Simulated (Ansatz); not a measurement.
### Question
Each is relaxed and computed with r²SCAN in the plane-wave PAW code Ansatz. Which is the only one with a gap?
A) GaAs, NiAs type
B) VAs2, C2/m (V on 4i, As on 4i, As on 4i)
C) Ga2O3, C2/m (Pearson symbol mS20)
D) Sr2GaSi, Amm2 (Sr on 2b, Sr on 2a, Ga on 2b, Si on 2a)

### Answer
C, Ga2O3, C2/m (Pearson symbol mS20). Ga2O3: gap 3.02 eV; VAs2: metal; Sr2GaSi: metal; GaAs: metal. Typed or built starts, not in the databases checked: GaAs, NiAs type. Not the usual ambient phase: GaAs, NiAs type. Standing as an ambient phase not checked: VAs2, C2/m (V on 4i, As on 4i, As on 4i); Sr2GaSi, Amm2 (Sr on 2b, Sr on 2a, Ga on 2b, Si on 2a). Perhaps ordered models of mixed-site phases: Sr2GaSi, Amm2 (Sr on 2b, Sr on 2a, Ga on 2b, Si on 2a). All cells were relaxed under the symmetry of their starts (and spin orders); stability against distortions was not tested throughout. Rows with no word on spin ran without spin polarisation. Scalar-relativistic: spin–orbit coupling is off unless named, which matters more the heavier the elements.

Potentials: the later of the program's two PAW sets.
